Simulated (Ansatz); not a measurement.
LiF (rock salt, Fm-3m), the program Ansatz at the PBEsol level (PAW): ε∞ = 2.09, cell volume 16.08 Å³. Infrared-active transverse modes:

```csv
ω_TO (cm⁻¹),oscillator strength S_xx (e²/amu)
299.5,0.2161
```

### Question
Compute the static dielectric constant.

### Answer
Each mode adds (4.921e7/V) S/ω²: 7.37. So ε0 = 9.46.

### Question
What LO frequency does the Lyddane–Sachs–Teller relation give?

### Answer
ω_LO = ω_TO √(ε0/ε∞) = 637 cm⁻¹.

The cell was relaxed with PBEsol under the symmetry of its start.

Potentials: the earlier of the program's two PAW sets. The files were generated under PBE; for other functionals the program regenerates the frozen cores, and for LDA and PBEsol the local potential too.
